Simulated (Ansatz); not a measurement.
# Pt: 30 steps of 1.5 fs from 300 K

Level of theory: DFT, PBEsol, all-electron LAPW, scalar-relativistic (Ansatz 0.2.0).

Command: `ansatz run input.yaml --threads 2 --pin off --max-ram 4096MiB --backend cpu --events-out ev --progress --plain --runs-dir out` The run took 21 min on 2 threads of Intel(R) Xeon(R) Platinum 8488C (Sapphire Rapids) (shared host), peak memory 1.2 GiB.

```yaml
crystal:
  lattice:
    - [0.0, 3.9218, 3.9218]
    - [3.9218, 0.0, 3.9218]
    - [1.9609, 1.9609, 0.0]
  atoms:
    - { symbol: Pt, position: [0.0, 0.0, 0.0] }
    - { symbol: Pt, position: [0.0, 0.5, 0.0] }
    - { symbol: Pt, position: [0.5, 0.0, 0.0] }
    - { symbol: Pt, position: [0.5, 0.5, 0.0] }
kpoints:
  mp_grid: { grid: [4, 4, 8] }
scf:
  occupations: { method: fermi_dirac, width: 0.08 }
hamiltonian:
  xc: pbesol
  pseudopotentials: { kind: all_electron, lapw: { basis_error: 0.001 } }
output:
  forces: true
  stress: true
md:
  timestep: 1.5
  n_steps: 30
  ensemble: nve
  temperature: 300
  initial_velocities: maxwell_boltzmann
  seed: 917024
```

Spin–orbit coupling is left out, though it moves levels of the heavy atoms by tenths of an eV or more.

The geometry is COD entry 4334349, unchecked; take it as a test cell.

Each frame lists Cartesian positions (Å) and forces (eV/Å). Free energies count from the first step, -2003272.6260 eV.

Step 0 (t = 0.0 fs): E = 0.0 meV, T = 300 K, conserved energy 0.0 meV

```
Pt    0.0000    0.0000    0.0000     0.000   0.000   0.000
Pt    1.9609    0.0000    1.9609     0.000   0.000   0.000
Pt    0.0000    1.9609    1.9609     0.000   0.000   0.000
Pt    1.9609    1.9609    3.9218     0.000   0.000   0.000
```

Step 1 (t = 1.5 fs): E = +0.1 meV, T = 300 K, conserved energy 0.0 meV

```
Pt    0.0009   -0.0009    0.0012    -0.011   0.003  -0.028
Pt    1.9589   -0.0021    1.9619     0.020   0.016   0.010
Pt    0.0007    1.9614    1.9583    -0.004   0.004   0.033
Pt    1.9613    1.9634    3.9222    -0.005  -0.023  -0.015
```

Step 2 (t = 3.0 fs): E = +0.5 meV, T = 299 K, conserved energy 0.0 meV

```
Pt    0.0018   -0.0017    0.0024    -0.022   0.005  -0.055
Pt    1.9570   -0.0042    1.9629     0.041   0.031   0.021
Pt    0.0013    1.9618    1.9558    -0.008   0.009   0.066
Pt    1.9617    1.9659    3.9225    -0.011  -0.045  -0.031
```

Step 3 (t = 4.5 fs): E = +1.2 meV, T = 297 K, conserved energy 0.0 meV

```
Pt    0.0027   -0.0026    0.0036    -0.033   0.008  -0.083
Pt    1.9550   -0.0063    1.9639     0.061   0.047   0.031
Pt    0.0020    1.9623    1.9532    -0.013   0.013   0.098
Pt    1.9621    1.9683    3.9229    -0.016  -0.068  -0.046
```

Step 4 (t = 6.0 fs): E = +2.0 meV, T = 295 K, conserved energy 0.0 meV

```
Pt    0.0036   -0.0035    0.0048    -0.043   0.010  -0.110
Pt    1.9531   -0.0083    1.9649     0.081   0.062   0.041
Pt    0.0026    1.9628    1.9507    -0.017   0.018   0.131
Pt    1.9625    1.9708    3.9232    -0.021  -0.090  -0.061
```

Step 5 (t = 7.5 fs): E = +3.2 meV, T = 292 K, conserved energy 0.0 meV

```
Pt    0.0045   -0.0043    0.0060    -0.054   0.013  -0.137
Pt    1.9511   -0.0104    1.9659     0.102   0.078   0.051
Pt    0.0033    1.9633    1.9482    -0.021   0.022   0.163
Pt    1.9629    1.9733    3.9236    -0.027  -0.113  -0.076
```

Step 6 (t = 9.0 fs): E = +4.5 meV, T = 288 K, conserved energy 0.0 meV

```
Pt    0.0054   -0.0052    0.0071    -0.065   0.015  -0.164
Pt    1.9492   -0.0125    1.9669     0.121   0.093   0.060
Pt    0.0039    1.9637    1.9457    -0.025   0.026   0.194
Pt    1.9633    1.9757    3.9239    -0.032  -0.135  -0.091
```

Step 7 (t = 10.5 fs): E = +6.1 meV, T = 284 K, conserved energy 0.0 meV

```
Pt    0.0063   -0.0060    0.0083    -0.075   0.018  -0.190
Pt    1.9473   -0.0145    1.9679     0.141   0.108   0.069
Pt    0.0046    1.9642    1.9432    -0.029   0.030   0.226
Pt    1.9637    1.9781    3.9243    -0.037  -0.157  -0.105
```

Step 8 (t = 12.0 fs): E = +8.0 meV, T = 280 K, conserved energy 0.0 meV

```
Pt    0.0071   -0.0069    0.0094    -0.085   0.021  -0.215
Pt    1.9454   -0.0165    1.9689     0.161   0.124   0.078
Pt    0.0052    1.9647    1.9407    -0.033   0.034   0.256
Pt    1.9641    1.9805    3.9246    -0.042  -0.178  -0.119
```

Step 9 (t = 13.5 fs): E = +10.0 meV, T = 274 K, conserved energy 0.0 meV

```
Pt    0.0080   -0.0077    0.0105    -0.096   0.023  -0.240
Pt    1.9435   -0.0186    1.9699     0.180   0.139   0.086
Pt    0.0059    1.9652    1.9383    -0.037   0.038   0.287
Pt    1.9645    1.9829    3.9249    -0.047  -0.200  -0.133
```

Step 10 (t = 15.0 fs): E = +12.2 meV, T = 269 K, conserved energy 0.0 meV

```
Pt    0.0088   -0.0086    0.0116    -0.106   0.026  -0.264
Pt    1.9416   -0.0206    1.9710     0.198   0.153   0.094
Pt    0.0065    1.9657    1.9359    -0.041   0.041   0.316
Pt    1.9649    1.9853    3.9252    -0.052  -0.221  -0.146
```

Step 11 (t = 16.5 fs): E = +14.6 meV, T = 262 K, conserved energy 0.0 meV

```
Pt    0.0097   -0.0094    0.0126    -0.115   0.028  -0.287
Pt    1.9398   -0.0226    1.9720     0.217   0.168   0.101
Pt    0.0071    1.9662    1.9335    -0.044   0.045   0.345
Pt    1.9652    1.9876    3.9254    -0.057  -0.241  -0.159
```

Step 12 (t = 18.0 fs): E = +17.1 meV, T = 256 K, conserved energy 0.0 meV

```
Pt    0.0105   -0.0103    0.0136    -0.125   0.031  -0.310
Pt    1.9379   -0.0245    1.9731     0.235   0.183   0.108
Pt    0.0078    1.9667    1.9312    -0.048   0.048   0.373
Pt    1.9656    1.9900    3.9257    -0.062  -0.262  -0.171
```

Step 13 (t = 19.5 fs): E = +19.9 meV, T = 249 K, conserved energy 0.0 meV

```
Pt    0.0113   -0.0111    0.0146    -0.134   0.034  -0.331
Pt    1.9361   -0.0265    1.9741     0.253   0.197   0.114
Pt    0.0084    1.9672    1.9289    -0.052   0.051   0.400
Pt    1.9660    1.9922    3.9259    -0.066  -0.282  -0.182
```

Step 14 (t = 21.0 fs): E = +22.7 meV, T = 241 K, conserved energy 0.0 meV

```
Pt    0.0121   -0.0120    0.0156    -0.144   0.036  -0.352
Pt    1.9344   -0.0284    1.9752     0.270   0.211   0.119
Pt    0.0090    1.9677    1.9267    -0.055   0.054   0.426
Pt    1.9663    1.9945    3.9262    -0.071  -0.301  -0.193
```

Step 15 (t = 22.5 fs): E = +25.7 meV, T = 234 K, conserved energy 0.0 meV

```
Pt    0.0129   -0.0128    0.0165    -0.153   0.039  -0.371
Pt    1.9326   -0.0303    1.9763     0.286   0.225   0.123
Pt    0.0096    1.9682    1.9245    -0.059   0.057   0.452
Pt    1.9667    1.9967    3.9263    -0.075  -0.320  -0.204
```

Step 16 (t = 24.0 fs): E = +28.7 meV, T = 226 K, conserved energy 0.0 meV

```
Pt    0.0136   -0.0136    0.0173    -0.161   0.042  -0.390
Pt    1.9309   -0.0322    1.9774     0.303   0.238   0.127
Pt    0.0102    1.9687    1.9223    -0.062   0.059   0.476
Pt    1.9670    1.9989    3.9265    -0.079  -0.339  -0.214
```

Step 17 (t = 25.5 fs):

```
Pt    0.0144   -0.0145    0.0181
Pt    1.9293   -0.0341    1.9786
Pt    0.0108    1.9693    1.9202
Pt    1.9673    2.0011    3.9267
```

Step 18 (t = 27.0 fs): E = +35.1 meV, T = 210 K, conserved energy 0.0 meV

```
Pt    0.0151   -0.0153    0.0189    -0.178   0.047  -0.423
Pt    1.9276   -0.0359    1.9797     0.333   0.265   0.132
Pt    0.0114    1.9698    1.9182    -0.069   0.063   0.521
Pt    1.9677    2.0032    3.9268    -0.087  -0.374  -0.231
```

Step 19 (t = 28.5 fs): E = +38.3 meV, T = 201 K, conserved energy 0.0 meV

```
Pt    0.0158   -0.0161    0.0196    -0.185   0.050  -0.438
Pt    1.9260   -0.0377    1.9809     0.348   0.277   0.133
Pt    0.0120    1.9703    1.9162    -0.072   0.064   0.543
Pt    1.9680    2.0052    3.9269    -0.091  -0.391  -0.238
```

Step 20 (t = 30.0 fs): E = +41.6 meV, T = 193 K, conserved energy 0.0 meV

```
Pt    0.0165   -0.0169    0.0203    -0.193   0.053  -0.451
Pt    1.9245   -0.0395    1.9820     0.362   0.290   0.133
Pt    0.0125    1.9709    1.9143    -0.075   0.065   0.562
Pt    1.9683    2.0073    3.9270    -0.094  -0.408  -0.245
```

Step 21 (t = 31.5 fs): E = +44.9 meV, T = 184 K, conserved energy 0.0 meV

```
Pt    0.0172   -0.0177    0.0209    -0.200   0.055  -0.463
Pt    1.9230   -0.0412    1.9832     0.375   0.302   0.133
Pt    0.0131    1.9715    1.9125    -0.078   0.066   0.581
Pt    1.9686    2.0092    3.9270    -0.097  -0.423  -0.251
```

Step 22 (t = 33.0 fs): E = +48.2 meV, T = 176 K, conserved energy 0.0 meV

```
Pt    0.0178   -0.0185    0.0215    -0.207   0.058  -0.474
Pt    1.9215   -0.0429    1.9844     0.388   0.314   0.131
Pt    0.0137    1.9720    1.9107    -0.080   0.067   0.598
Pt    1.9688    2.0112    3.9270    -0.101  -0.439  -0.256
```

Step 23 (t = 34.5 fs): E = +51.5 meV, T = 167 K, conserved energy 0.0 meV

```
Pt    0.0184   -0.0193    0.0220    -0.213   0.061  -0.483
Pt    1.9200   -0.0446    1.9856     0.400   0.325   0.128
Pt    0.0142    1.9726    1.9089    -0.083   0.067   0.615
Pt    1.9691    2.0131    3.9270    -0.104  -0.453  -0.260
```

Step 24 (t = 36.0 fs): E = +54.7 meV, T = 159 K, conserved energy 0.0 meV

```
Pt    0.0190   -0.0201    0.0225    -0.220   0.064  -0.491
Pt    1.9187   -0.0462    1.9869     0.411   0.337   0.125
Pt    0.0148    1.9732    1.9073    -0.085   0.067   0.629
Pt    1.9694    2.0149    3.9270    -0.106  -0.467  -0.263
```

Step 25 (t = 37.5 fs): E = +57.9 meV, T = 151 K, conserved energy 0.0 meV

```
Pt    0.0196   -0.0209    0.0229    -0.225   0.067  -0.497
Pt    1.9173   -0.0478    1.9881     0.422   0.348   0.120
Pt    0.0153    1.9738    1.9057    -0.088   0.066   0.643
Pt    1.9696    2.0167    3.9269    -0.109  -0.481  -0.265
```

Step 26 (t = 39.0 fs): E = +61.1 meV, T = 143 K, conserved energy 0.0 meV

```
Pt    0.0201   -0.0216    0.0233    -0.231   0.070  -0.502
Pt    1.9160   -0.0493    1.9893     0.432   0.358   0.114
Pt    0.0158    1.9744    1.9042    -0.090   0.065   0.655
Pt    1.9698    2.0184    3.9268    -0.112  -0.493  -0.267
```

Step 27 (t = 40.5 fs): E = +64.2 meV, T = 135 K, conserved energy 0.0 meV

```
Pt    0.0207   -0.0224    0.0236    -0.236   0.073  -0.506
Pt    1.9148   -0.0509    1.9906     0.441   0.369   0.107
Pt    0.0163    1.9750    1.9028    -0.092   0.064   0.666
Pt    1.9701    2.0201    3.9267    -0.114  -0.505  -0.267
```

Step 28 (t = 42.0 fs): E = +67.1 meV, T = 127 K, conserved energy 0.0 meV

```
Pt    0.0212   -0.0231    0.0238    -0.241   0.076  -0.508
Pt    1.9136   -0.0523    1.9919     0.450   0.379   0.100
Pt    0.0168    1.9756    1.9014    -0.093   0.063   0.675
Pt    1.9703    2.0217    3.9265    -0.116  -0.517  -0.267
```

Step 29 (t = 43.5 fs): E = +70.0 meV, T = 119 K, conserved energy 0.0 meV

```
Pt    0.0216   -0.0239    0.0240    -0.245   0.078  -0.509
Pt    1.9124   -0.0538    1.9932     0.458   0.389   0.091
Pt    0.0173    1.9762    1.9001    -0.095   0.061   0.684
Pt    1.9705    2.0233    3.9263    -0.118  -0.528  -0.266
```

Step 30 (t = 45.0 fs): E = +72.8 meV, T = 112 K, conserved energy 0.0 meV

```
Pt    0.0221   -0.0246    0.0241    -0.250   0.081  -0.508
Pt    1.9113   -0.0551    1.9945     0.466   0.398   0.081
Pt    0.0178    1.9768    1.8989    -0.097   0.059   0.690
Pt    1.9706    2.0248    3.9261    -0.120  -0.538  -0.264
```

Problem. Give the energy and forces of step 17.

Solution. E = +31.9 meV, T = 218 K, conserved energy 0.0 meV
```
Pt    0.0144   -0.0145    0.0181    -0.170   0.044  -0.407
Pt    1.9293   -0.0341    1.9786     0.318   0.252   0.130
Pt    0.0108    1.9693    1.9202    -0.066   0.061   0.499
Pt    1.9673    2.0011    3.9267    -0.083  -0.357  -0.223
```

Problem. What is the mean temperature over the last 16 frames?

Solution. 172 K; so short a run of so small a cell isn't equilibrated.
